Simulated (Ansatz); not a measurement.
SiC:
```
CELL_PARAMETERS angstrom
      3.07776     0.00000     0.00000
     -1.53888     2.66541     0.00000
      0.00000     0.00000    10.07751
ATOMIC_POSITIONS crystal
  Si 0.66667 0.33333 0.93784
  Si 0.33333 0.66667 0.43784
  Si 0.00000 0.00000 0.68789
  Si 0.00000 0.00000 0.18789
  C  0.66667 0.33333 0.74980
  C  0.33333 0.66667 0.24980
  C  0.00000 0.00000 0.50046
  C  0.00000 0.00000 0.00046
```

Tensor components refer to the Cartesian frame of this cell.

### Question
Give the proper piezoelectric stress tensor with relaxed ions from plane-wave PAW r²SCAN (Ansatz code).

### Answer
In C/m², rows x, y, z, Voigt columns; mesh uncertainty up to 0.00.
```
 0.00   0.00   0.00   0.00  -0.01   0.00
 0.00   0.00   0.00  -0.01   0.00   0.00
 0.04   0.04  -0.11   0.00   0.00   0.00
```

The elastic tensor of the same run (GPa):

|  | 1 | 2 | 3 | 4 | 5 | 6 |
|---|---|---|---|---|---|---|
| 1 | 526 | 110 | 51.2 | 0.0 | 0.0 | 0.0 |
| 2 | 110 | 526 | 51.2 | 0.0 | 0.0 | 0.0 |
| 3 | 51.2 | 51.2 | 575 | 0.0 | 0.0 | 0.0 |
| 4 | 0.0 | 0.0 | 0.0 | 172 | 0.0 | 0.0 |
| 5 | 0.0 | 0.0 | 0.0 | 0.0 | 172 | 0.0 |
| 6 | 0.0 | 0.0 | 0.0 | 0.0 | 0.0 | 208 |

### Question
Convert to strain constants d = e·S.

### Answer
In pC/N:
```
 0.0   0.0   0.0   0.0  -0.1   0.0
 0.0   0.0   0.0  -0.1   0.0   0.0
 0.1   0.1  -0.2   0.0   0.0   0.0
```

Space group P6_3mc (4H polytype). Symmetry was held in the r²SCAN relaxation; phonons on a q-mesh show no instability.

Potentials: the earlier of the program's two PAW sets.
